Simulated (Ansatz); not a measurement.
Relaxed MgB₂ (AlB2 type, space group P6/mmm):

```xyz
3
Lattice="3.0743 0.0000 0.0000 -1.5372 2.6624 0.0000 0.0000 0.0000 3.5275" Properties=species:S:1:pos:R:3 pbc="T T T"
Mg     0.0000     0.0000     0.0000
B      0.0000     1.7750     1.7638
B      1.5372     0.8875     1.7638
```

The atoms are displaced by Q × the pattern below (from a DFPT mode at Γ, largest move 1; Q in Å), at fixed cell.

| atom | x | y | z |
|---|---|---|---|
| B2 | 0.000 | 0.000 | 1.000 |
| B3 | 0.000 | 0.000 | -1.000 |

Atoms not listed stay in place.

All values below come from PBE (plane waves to 420 eV, PAW, scalar-relativistic; Ansatz, a program for electronic structure). k mesh 17×17×13 (Γ-centred), Fermi-Dirac smearing 0.05 eV. The energy includes the smearing's −TS. With partly filled bands, energies and forces of such displacements shift with the k mesh and the smearing. MgB2 was relaxed with its symmetry unable to fall. The zero of ΔE is the undisplaced structure. The last digit holds for this mesh only.

| Q (Å) | ΔE (meV/cell) |
|---|---|
| -0.1000 | 185.5 |
| -0.0833 | 129.0 |
| -0.0667 | withheld |
| -0.0500 | 46.6 |
| -0.0333 | 20.7 |
| -0.0167 | 5.2 |
| 0.0000 | 0.0 |
| 0.0167 | 5.2 |
| 0.0333 | 20.7 |
| 0.0500 | 46.6 |
| 0.0667 | withheld |
| 0.0833 | 129.0 |
| 0.1000 | 185.5 |

Problem. Fit an even polynomial form (powers 2, 4) to the given rows and predict ΔE at Q = 0.0667.

Solution. Least squares on the 11 given rows: ΔE = (18680)·Q² + (-12680)·Q⁴, in meV/cell with Q in Å; root-mean-square residual 0.02 meV/cell. At 0.0667 the fit gives 82.9 meV/cell; the calculation gives 82.7 meV/cell, so the interpolation is off by 0.2 (+0.2 %). The quadratic term alone would give 83.1 meV/cell.

(A displaced cell: forces are minus the slopes of the energy, force constants its curvatures, and phonons follow from these.)
